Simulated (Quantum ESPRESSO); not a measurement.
## AlSiGaPNO2 (convergence and cost over cutoff and k mesh)

Simulated, not a measurement. The program is pw.x of Quantum ESPRESSO 7.5 (plane-wave density functional theory). The cell is made up: 7 atoms on a wurtzite lattice with one site empty, with randomly drawn elements, strain and displacements, not relaxed. PseudoDojo standard norm-conserving files (v0.5 for PBE, v0.4.1 for LDA and PBEsol) set the functional; there is no spin polarisation, spin-orbit coupling or dispersion term, and the masses in the input are unused placeholders.

Input of the run in row 4:

```
&control calculation='scf', pseudo_dir='./dojo.nc.sr.pbe.v0_5.standard.upf', outdir='./o', disk_io='medium', tprnfor=.true., tstress=.true. /
&system ibrav=0, nat=7, ntyp=6, nbnd=27, ecutwfc=84.00895049, nosym=.true., tot_charge=0,
 occupations='smearing', smearing='fd', degauss=0.0018374661
/
&electrons conv_thr=7.350e-09, electron_maxstep=60, /
ATOMIC_SPECIES
Al 1.0 Al.upf
Ga 1.0 Ga.upf
N 1.0 N.upf
O 1.0 O.upf
P 1.0 P.upf
Si 1.0 Si.upf
CELL_PARAMETERS angstrom
3.1451 0.0126 0.0215
0.0218 5.5427 -0.0167
0.035 -0.0157 5.1203
ATOMIC_POSITIONS angstrom
Al 1.5654 2.7707 0.0117
Si 1.5612 0.9434 2.5806
Ga 0.0272 3.6668 2.5829
P -0.009 0.0078 1.8847
N 1.5962 2.6978 1.9742
O 1.6222 0.8464 4.4985
O 0.0004 3.6621 4.4923
K_POINTS automatic
6 4 4 1 1 1
```

The same cell was run at these settings. Meshes are shifted by half a step, and differences are from the last row, which is itself not exact.

```
cutoff (eV)     k mesh  k points solved  threshold (eV)  free energy less the last row's (eV)  pressure (GPa)  largest stress difference (GPa)  largest force difference (eV/Å)  iterations  wall time (s)  k-point pools              processor
        800  2 x 2 x 2                4           1e-04                                 0.330           -8.02                            27.40                            0.420           8             14              1  AMD EPYC, Zen 5 class
       1143  1 x 1 x 1                1           1e-07                                -1.379           13.37                             4.86                            2.753          11             19              1  AMD EPYC, Zen 5 class
        803  6 x 4 x 4               48           1e-07                                 1.150           -5.91                            19.06                            0.021          12            111              1  AMD EPYC, Zen 5 class
       1143  6 x 4 x 4               48           1e-07                                -0.004           12.97                             0.08                            0.010          12            217              1  AMD EPYC, Zen 5 class
       1437  8 x 6 x 6              144           1e-07                                 0.000           12.99                             0.00                            0.000          12            578              1  AMD EPYC, Zen 5 class
```

Each pool is one process. Wall times include start-up and a band step at six k points, which weighs most on the coarsest meshes. The runs were on shared virtual cores whose load varied, so times are rough.